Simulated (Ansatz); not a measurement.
ZrTa:
```
ZrTa
1.0
    0.00000     2.82995     2.82995
    2.82995     0.00000     2.82995
    2.82995     2.82995     0.00000
Ta Zr
1 1
Direct
  0.00000   0.00000   0.00000
  0.50000   0.50000   0.50000
```

Relaxed with PBE. Special points in fractions of this cell's reciprocal vectors: Γ (0.000, 0.000, 0.000); X (0.500, 0.000, 0.500); U (0.625, 0.250, 0.625); K (0.375, 0.375, 0.750); L (0.500, 0.500, 0.500); W (0.500, 0.250, 0.750).

Problem. List the band energies nearest the Fermi level at these points for plane-wave PAW PBE with spin–orbit coupling (Ansatz code).

Solution. In eV from the Fermi level; about four levels below and three above (degenerate sets whole), none deeper than 8.9 eV; points with the same levels are listed once.

| k | below | above |
|---|---|---|
| Γ | -1.78 -1.78 -1.78 -1.78 -1.67 -1.67 | 5.81 5.81 5.81 5.81 |
| X | -1.12 -1.12 -0.69 -0.69 | 0.27 0.27 2.21 2.21 |
| U | -0.89 -0.89 -0.35 -0.35 | 1.52 1.52 3.02 3.02 |
| L | -2.56 -2.56 -2.15 -2.15 | 0.24 0.24 0.56 0.56 |
| W | -1.91 -1.91 -1.19 -1.19 | 0.77 0.77 1.18 1.18 |

Space group Fm-3m (rock salt). The start of the workflow was typed in or built on a structure type; neither database checked (COD, Materials Project) lists it. Its standing as an ambient phase is unchecked. The cell was relaxed with PBE under the symmetry of its start; its stability against distortions is not shown here. The run is not spin-polarised. Its formation energy is positive at this level, so the cell may be metastable or incomplete.

Potentials: the earlier of the program's two PAW sets.
